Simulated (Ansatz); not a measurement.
The relaxed structure here is a generated cell of SiC: the first start was made by placing the elements on the sites of a structure type, and the end was not matched to a known phase here, so it may be hypothetical. Known forms of SiC include space group No. 186, 216.

A relaxed structure of SiC. Space group R-3m (No. 166). All values below come from PBE (plane waves to 420 eV, PAW, scalar-relativistic; Ansatz, a first-principles code).

```xyz
4
Lattice="1.5485 0.8940 5.3421 -1.5485 0.8940 5.3421 0.0000 -1.7880 5.3421" Properties=species:S:1:pos:R:3 pbc="T T T"
Si     0.0000     0.0000     6.8194
Si     0.0000     0.0000     9.2070
C      0.0000     0.0000     0.8067
C      0.0000     0.0000    15.2197
```

Problem. What is the computed band gap (PBE)?

Solution. 0.43 eV, indirect (valence top at Γ, conduction bottom at k = (0, -0.5, -0.5)) (no spin-orbit coupling).

Problem. Give the smallest direct gap at the level PBE.

Solution. 1.83 eV at k = (0, -0.5, -0.5).

No spin polarisation in the result.

It was reached from a disturbed copy of a P4/mmm (No. 123) cell, against which it lies -0.95 eV/atom.
